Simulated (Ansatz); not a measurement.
input.yaml (Ansatz)

```yaml
crystal:
  lattice:
    - [-1.4944522861, 1.8067510134, 1.3296243068]
    - [1.8067510134, -1.4944522861, 1.3296243068]
    - [3.2246750923, 3.2246750923, -0.7576486158]
  atoms:
    - { symbol: Pt, position: [0.0417351926, 0.9582648074, 1.0] }
    - { symbol: Pt, position: [0.7082648074, 0.2917351926, 0.5] }
hamiltonian:
  xc: pbesol
  pseudopotentials:
    kind: paw
    azcp:
      Pt: "pseudopotentials/Pt.paw.azcp"
basis:
  ecutwfc: 420
  fft_grid_basis: typed
kpoints:
  mp_grid: { grid: [15, 15, 8], shift: [0, 0, 0] }
magnetization:
  spin_polarized: false
scf:
  occupations: { method: fermi_dirac, width: 0.1 }
  lower_state_search: "off"
output:
  stress: true
```

and its output:

```
Warning: the record states the generating functional pbe (its physics header spells it `PBE`), which answers neither for hamiltonian.xc's functional nor for the pbesol family's — results may be inconsistent (PPs are generated against a specific XC)
Engine: ansatz 0.2.0, aarch64-unknown-linux-gnu
Pseudopotentials: kind: paw
Pseudopotential: Pt, paw, valence charge 18, recommended cutoff 420 eV (normal) 
Functional definition: PBEsol
  exchange = pbesol_x
  correlation = pbesol_c
Crystal: 2 atoms, lattice volume = 29.090 Å³
Basis set: ecut = 420 eV, 549 PW (Γ)
Bands: 22, of which v1, the nominal top of the filled ones, is band 18 counted from 1 (17 counted from 0)
Symmetry: 4 space group operations
Space group: C2/c (ITA 15), of the structure as read, at distance tolerance 3.1e-5 Å
k-points: 488 of 1800
Non-local potential: Pt, projectors of the file, l = 0: 3, l = 1: 2, l = 2: 2, l = 3: 1
PAW form: soft (Blöchl's): semilocal exchange-correlation on the pseudo side does not see the compensation charge
PAW frozen core: Pt, regenerated for the run's functional, and the local potential with it (the file was generated under x = pbe(κ = 0.804, μ = 0.2195149727645171), c = pbe(β = 0.06672455060314922))
PAW one-centre angular grid: Pt, 590 points (default); XC on 64 Gauss nodes
Initial density: superposition of atomic densities (neutral atoms: chi_scale 0, normalization atom), corrected by the library's trained network
Initial wavefunctions: pseudopotential atomic-orbital guess
Functional: x = pbesol(κ = 0.804, μ = 0.12345679012345678), c = pbesol(β = 0.046)
SCF iter   1: F=—  HF=-24767.526294 eV  |F-HF|=—  |Δ(HF+E_count)|=         —  Δρ=8.94e-3  dr2=1.51e-2  ethr=1.77e-3  ⟨swp⟩=5.0  Hψ=41938  notcnv=0
SCF iter   2: F=—  HF=-24767.525031 eV  |F-HF|=—  |Δ(HF+E_count)|=   1.26e-3  Δρ=4.52e-3  dr2=3.95e-3  ethr=4.21e-5  ⟨swp⟩=2.2  Hψ=17508  notcnv=0
SCF iter   3: F=—  HF=-24767.524215 eV  |F-HF|=—  |Δ(HF+E_count)|=   8.16e-4  Δρ=6.63e-4  dr2=7.07e-5  ethr=1.10e-5  ⟨swp⟩=2.0  Hψ=15282  notcnv=0
SCF iter   4: F=—  HF=-24767.524223 eV  |F-HF|=—  |Δ(HF+E_count)|=   8.24e-6  Δρ=1.05e-4  dr2=2.62e-6  ethr=1.96e-7  ⟨swp⟩=1.4  Hψ=12434  notcnv=0
SCF iter   5: F=—  HF=-24767.524223 eV  |F-HF|=—  |Δ(HF+E_count)|=   6.01e-8  Δρ=2.95e-5  dr2=1.54e-7  ethr=7.28e-9  ⟨swp⟩=2.2  Hψ=19381  notcnv=0
SCF iter   6: F=-24767.524223 eV  HF=-24767.524223 eV  |F-HF|=2.83e-9  |Δ(HF+E_count)|=   3.73e-8  Δρ=6.49e-6  dr2=9.01e-9  ethr=2.78e-10  ⟨swp⟩=4.0  Hψ=35655  notcnv=0
SCF 1 converged in 6 iterations: F = -24767.524223 eV  dr2 = 9.01e-9
SCF converged after 6 iterations
Free energy (F): -24767.524223 eV
Harris-Foulkes:  -24767.524223 eV  (|F-HF|=2.83e-9)
Internal energy: -24767.417761 eV  (E = F + TS)
E sigma→0 (E₀):  -24767.470992 eV
Entropy (-TS):   -0.106462 eV (-53.231 meV/atom)
Fermi energy:    24.360065 eV
--- Per-component energies (eV) ---
  E_band       = -228.430388
  E_kinetic    = 1279.502529
  E_local      = -2835.516705  (includes V_loc(G=0)·N_el)
  E_nonlocal   = 406.121372
  E_hartree    = 1055.392988
  E_xc         = -522.185091
  E_vxc        = -606.816361  (∫ρ·V_xc dr)
  E_paw        = -18633.016648  (= ΣΔE_a)
  E_vpaw       = -582.503117  (= ΣTr[D̂ρ^β])
  E_aug_tail   = 0.000332  (compensation charges beyond the density's cutoff)
  E_ewald      = -5518.290501
  E_core_change = 0.573962  (= ΣΔE_core)
  E_smearing   = -0.106462  (= −TS)
  E_closure    = 0.000000  (closes the sum)
  Σ components = -24767.524223   (vs F -24767.524223, Δ=0.00e0)
--- Stress (GPa, compression-positive) ---
       12.725424      -0.376617       0.087296
       -0.376617      12.725424       0.087296
        0.087296       0.087296      13.061428
  P = ⅓ Tr σ = 12.8374 GPa (128.374 kbar)
```

Launched by

```sh
ansatz run input.yaml --threads 2 --pin off --max-ram 5120MiB --backend cpu --events-out ev --progress --plain --runs-dir out
```

On 2 threads of Arm Neoverse V2 (shared host) this took about 4.8 s of wall time and 9.3 s of CPU time.
